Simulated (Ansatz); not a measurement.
GaRu$_{3}$C:
```cif
data_CGaRu3
_chemical_formula_sum 'Ga1 Ru3 C1'
_space_group_name_H-M_alt 'Pm-3m'
_space_group_IT_number 221
_space_group_name_Hall '-P 4 2 3'
_cell_length_a 3.99561
_cell_length_b 3.99561
_cell_length_c 3.99561
_cell_angle_alpha 90.000
_cell_angle_beta 90.000
_cell_angle_gamma 90.000
loop_
_atom_site_label
_atom_site_type_symbol
_atom_site_symmetry_multiplicity
_atom_site_Wyckoff_symbol
_atom_site_fract_x
_atom_site_fract_y
_atom_site_fract_z
_atom_site_occupancy
Ga1 Ga 1 a 0.00000 0.00000 0.00000 1
Ru1 Ru 3 c 0.00000 0.50000 0.50000 1
C1 C 1 b 0.50000 0.50000 0.50000 1
```

Relaxed with r²SCAN.

Tabulate the valence density and the electron localisation function along the shortest Ru–C contact (2.00 Å), r²SCAN (plane waves, PAW; program Ansatz).



```csv
distance from Ru (Å),density (e/Å³),ELF
0.20,9.68,0.35
0.30,9.06,0.53
0.40,8.00,0.65
0.50,6.50,0.69
0.60,4.81,0.68
0.70,3.23,0.60
0.80,2.03,0.47
0.90,1.30,0.35
1.00,0.97,0.31
1.10,0.90,0.40
1.20,0.95,0.56
1.30,1.08,0.69
1.40,1.27,0.73
1.50,1.48,0.67
1.60,1.65,0.53
1.70,1.73,0.30
1.80,1.71,0.12
```

The density is the valence pseudo-density with augmentation charge, so density and ELF within about 1 Å of a nucleus are not all-electron values.

The start of the workflow was typed in or built on a structure type; neither database checked (COD, Materials Project) lists it. Its standing as an ambient phase is unchecked. The r²SCAN relaxation kept the symmetry of its start; whether a distortion lowers the energy is not shown. The run is not spin-polarised.

Potentials: the later of the program's two PAW sets.
